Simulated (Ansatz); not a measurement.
BPd2 in space group Pnnm (No. 58; Pd on 4g, B on 2a), the program Ansatz at the PBE level (PAW), all energies at zero smearing, with the estimated change up to a 700 eV cutoff added, with one set of potentials and settings (totals compare only within such a set). Cell of 6 atoms (4 Pd, 2 B): -28204.898 eV.

```csv
element,reference phase,E (eV/atom)
Pd,"Fm-3m, 1 atoms in the cell",-6972.8544
B,"R-3m, 12 atoms in the cell",-155.9161
```

Formation energy per atom, worked out: (-28204.898 − 4×(-6972.8544) − 2×(-155.9161))/6 = -0.275 eV/atom (-27 kJ per mol of atoms), at 0 K, without zero-point energy or fitted corrections.

The workflow started from an entry of the Crystallography Open Database (COD). Whether it is the stable phase at ambient conditions was not checked. Symmetry was held in the PBE relaxation; whether a distortion lowers the energy is not shown. No spin polarisation was allowed. The references are the lowest solids computed at this level, not always the standard phases.

Potentials: the later of the program's two PAW sets.
